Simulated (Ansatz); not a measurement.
SrO:
```yaml
crystal:
  lattice:
    - [0.00000, 2.56121, 2.56121]
    - [2.56121, 0.00000, 2.56121]
    - [2.56121, 2.56121, 0.00000]
  atoms:
    - { symbol: Sr, position: [0.00000, 0.00000, 0.00000] }
    - { symbol: O, position: [0.50000, 0.50000, 0.50000] }
```

DFT-PBEsol in the program Ansatz with PAW potentials gives a gap of 3.20 eV without spin–orbit coupling, maximum at Γ, minimum at X.

What happens when spin–orbit coupling is switched on?

The gap falls by 0.02 eV, to 3.18 eV; maximum at Γ, minimum at X.

How large is the spin–orbit splitting of the valence top at Γ?

The fourfold level lies 0.06 eV above the split-off pair.

Give the electron effective mass with spin–orbit coupling.

0.39, 0.39, 1.2 mₑ (principal values).

Give the hole effective mass with spin–orbit coupling, band 1 of 2 at the edge.

4.3 along [100], 1.6 along [110], 1.2 along [111] (mₑ).

Give the hole effective mass with spin–orbit coupling, band 2 of 2 at the edge.

0.45 along [100], 0.53 along [110], 0.60 along [111] (mₑ).

Space group Fm-3m (rock salt). The PBEsol relaxation kept the symmetry of its start.

Potentials: the later of the program's two PAW sets.
